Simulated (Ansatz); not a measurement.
VSi2 in space group I4/mcm (No. 140; Si on 8h, V on 4a) at seven volumes, plane-wave PAW PBE (Ansatz code), shape and atoms relaxed at each. One row is withheld.

| V (Å³/atom) | P (GPa) |
|---|---|
| 13.024 | 16.36 |
| 13.453 | ? |
| 13.883 | 4.66 |
| 14.312 | 0.00 |
| 14.741 | -3.99 |
| 15.171 | -7.38 |
| 15.600 | -10.26 |

Q: Fit the shown pressures and predict the withheld one.

A: P = (3/2)B₀(x^(7/2) − x^(5/2))[1 + (3/4)(B′ − 4)(x − 1)] with x = (V₀/V)^(2/3). Least squares on the six rows gives V₀ = 14.312 Å³/atom, B₀ = 143 GPa, B′ = 4.15. At V = 13.453, x = 1.0421 and P = 10.07 GPa. The run itself gave 10.09 GPa.

A made-up cell: these elements were put on the sites of a structure type; neither database checked (COD, Materials Project) lists it. COD files the formula under space group No. 181, so this cell is another polymorph or a model. Its standing as an ambient phase is unchecked. The PBE relaxation kept the symmetry of its start; its stability against distortions is not shown here. The workflow began spin-polarised and lost its moments.

Potentials: the later of the program's two PAW sets.
